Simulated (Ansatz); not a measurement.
Values for one crystal, relaxed and computed with the program Ansatz at the r²SCAN level (PAW); other levels are named.

```yaml
volume_per_atom: 13.57 Å³
electronic_character: metallic (no gap)
Density of states at the Fermi level: 1.1 states/eV per atom (mean over ±0.08 eV)
Formation energy from the elements (no fitted shifts): -0.33 eV/atom
Bulk modulus (Birch–Murnaghan fit): 110 GPa
Pressure derivative B′: 5.9
Gap with spin–orbit coupling: none (metallic)
```

Question: Which of these materials gives this?
A) ScPtN2, R-3m (Sc on 3b, Pt on 3a, N on 6c)
B) Sc2InC, P6_3/mmc (Sc on 4f, In on 2d, C on 2a)
C) InPt3C, anti-perovskite
D) Lu2C, R-3m (Lu on 6c, C on 3b)

Answer: A, ScPtN2, R-3m (Sc on 3b, Pt on 3a, N on 6c)

The start of the workflow was typed in or built on a structure type; neither database checked (COD, Materials Project) lists it. Whether it is the stable phase at ambient conditions was not checked. The r²SCAN relaxation kept the symmetry of its start; whether a distortion lowers the energy is not shown. The run is not spin-polarised. With an odd number of electrons in the cell and no spin polarisation, the count alone makes it a metal. The references are the lowest solids computed at this level, not always the standard phases (solids in place of the gases). Scalar-relativistic: spin–orbit coupling is off unless named, which matters more the heavier the elements.

Potentials: the later of the program's two PAW sets.
